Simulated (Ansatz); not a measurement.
Ta:
```
CELL_PARAMETERS angstrom
      0.00000     2.08798     2.08798
      2.08798     0.00000     2.08798
      2.08798     2.08798     0.00000
ATOMIC_POSITIONS crystal
  Ta 0.00000 0.00000 0.00000
```

Relaxed with PBEsol. Special points in fractions of this cell's reciprocal vectors: Γ (0.000, 0.000, 0.000); X (0.500, 0.000, 0.500); U (0.625, 0.250, 0.625); K (0.375, 0.375, 0.750); L (0.500, 0.500, 0.500); W (0.500, 0.250, 0.750).

Problem. List the band energies nearest the Fermi level at these points for PBEsol (plane waves, PAW; program Ansatz).

Solution. In eV from the Fermi level; about four levels below and three above (degenerate sets whole), none deeper than 8.9 eV; … stands for higher levels left out; points with the same levels are listed once.

```json
[
 {"k": "Γ", "below": "-8.26", "above": "0.42 0.42 0.42"},
 {"k": "X", "below": "-4.58 -3.51", "above": "3.08 5.98 …"},
 {"k": "U", "below": "-3.45 -2.42", "above": "0.50 3.47 5.59"},
 {"k": "L", "below": "-4.76", "above": "0.17 0.17 0.80"},
 {"k": "W", "below": "-2.89 -1.19 -1.19", "above": "2.01 6.74 …"}
]
```

Space group Fm-3m (fcc (Cu type)). The workflow started from an entry of the Crystallography Open Database (COD), which files this formula under 4 space groups. It is not the phase usual at ambient conditions (space group No. 229). Symmetry was held in the PBEsol relaxation. At this level the phase is mechanically unstable. No spin polarisation was allowed. Spin–orbit coupling is left out wherever it is not named.

Potentials: the later of the program's two PAW sets.
